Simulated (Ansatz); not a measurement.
Relaxed-ion elastic tensor of NiGe (CsCl type, Pm-3m) in GPa (Voigt order), the program Ansatz at the PBEsol level (PAW); density 8.68 g/cm³, 12.56 Å³ per atom.

|  | 1 | 2 | 3 | 4 | 5 | 6 |
|---|---|---|---|---|---|---|
| 1 | 179 | 142 | 142 | 0.0 | 0.0 | 0.0 |
| 2 | 142 | 179 | 142 | 0.0 | 0.0 | 0.0 |
| 3 | 142 | 142 | 179 | 0.0 | 0.0 | 0.0 |
| 4 | 0.0 | 0.0 | 0.0 | 16.2 | 0.0 | 0.0 |
| 5 | 0.0 | 0.0 | 0.0 | 0.0 | 16.2 | 0.0 |
| 6 | 0.0 | 0.0 | 0.0 | 0.0 | 0.0 | 16.2 |

Question: Is the crystal mechanically stable?

Answer: Yes: the smallest eigenvalue of C is 16.2 GPa.

Question: Work out the Voigt, Reuss and Hill averages.

Answer: K_V = 155, K_R = 155, K_H = 155; G_V = 17.1, G_R = 17.0, G_H = 17.1 GPa.

Question: Give Young's modulus, Poisson's ratio, Pugh's ratio and the universal anisotropy index.

Answer: E = 9KG/(3K + G) = 49.4 GPa; ν = 0.45; K/G = 9.06 (ductile by the Pugh limit of 1.75); A_U = 5G_V/G_R + K_V/K_R − 6 = 0.02.

Question: Estimate the sound speeds and the Debye temperature.

Answer: v_l = √((K + 4G/3)/ρ) = 4520 m/s, v_t = √(G/ρ) = 1400 m/s, mean 1600 m/s; Θ = (h/k)(3n/4πV)^(1/3) v_m = 205 K.

Question: Give the Zener ratio and Young's modulus along [100], [110] and [111].

Answer: A = 2C44/(C11 − C12) = 0.87; 1/E = S11 − 2(S11 − S12 − S44/2)Γ with Γ = 0, 1/4, 1/3 gives 53.5, 48.4, 46.9 GPa.

Question: Solve the Christoffel equation for the three sound speeds along [100], [110], [111].

Answer: Eigenvalues of C_ijkl n_j n_l equal ρv². In km/s, slowest first: [100] 1.36, 1.36, 4.55; [110] 1.36, 1.46, 4.52; [111] 1.43, 1.43, 4.51.

A made-up cell: these elements were put on the sites of a structure type; neither database checked (COD, Materials Project) lists it. COD files the formula under space group No. 62. Whether it is the stable phase at ambient conditions was not checked. Symmetry was held in the PBEsol relaxation; whether a distortion lowers the energy is not shown. The workflow began spin-polarised and lost its moments. As this level gives no gap, shear constants depend on the k-mesh and smearing (Fermi–Dirac, 0.1 eV here).

Potentials: the later of the program's two PAW sets.
